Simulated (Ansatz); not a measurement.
## Single point on SiB₂

Cell: model SiB₂ in a rock-salt lattice with a pair of atoms on one site, strained and with atoms displaced, one atom being moved towards a neighbour.

Method: Ansatz, DFT, PBE, all-electron full-potential LAPW, scalar-relativistic, point nucleus. Brillouin zone: 3×3×3 Γ-centred, Fermi–Dirac smearing of 0.15 eV; a denser mesh would shift the values. For a metal, stress, forces and moments on so few k-points can be far from the converged ones. No spin polarisation. Labels count atoms in the order given.

```
Si B
1.0
    -2.44263   -0.05307    2.55812
    -0.06122    2.50679    2.44383
    -2.39983    2.57827   -0.01026
Si B
1 2
Direct
  0.43562 0.05048 0.11496
  0.76131 0.59321 0.41722
  0.02761 0.66106 0.73501
```

(1) What forces and pressure does this calculation give?

(2) The same cell and mesh under r2SCAN by all-electron PAW datasets generated for the cell without frozen cores, scalar-relativistic, point nucleus: what changes?

(3) Repeat with LDA (PW92) by all-electron full-potential LAPW, scalar-relativistic, point nucleus.

## Answers

(1) 
```csv
atom,Fx (eV/Å),Fy (eV/Å),Fz (eV/Å)
Si1,12.140,3.331,2.520
B2,-12.423,-2.226,-1.245
B3,0.283,-1.105,-1.275
```

Stress (GPa; xx, yy, zz, yz, xz, xy; compression positive): 88.21, -8.12, -7.46, 15.40, 23.78, 33.64.

```json
{
  "All-electron E − TS, for this scheme": "-9240.095 eV",
  "Pressure": "24.21 GPa",
  "Largest force": "12.839 eV/Å"
}
```

(2) Relative to PBE, the pressure goes down by 0.08 GPa to 24.13 GPa, and the forces move by 0.109 eV/Å (r.m.s. over the atoms).

Forces in eV/Å:
```
Si1   12.257   3.337   2.551
B2   -12.530  -2.166  -1.235
B3     0.272  -1.171  -1.315
```

(3) Relative to PBE, the pressure decreases by 6.36 GPa to 17.85 GPa, and the forces move by 0.292 eV/Å (r.m.s. over the atoms).

Forces (eV/Å): Si1 (11.855, 3.231, 2.448); B2 (-12.056, -2.139, -1.150); B3 (0.201, -1.092, -1.298).
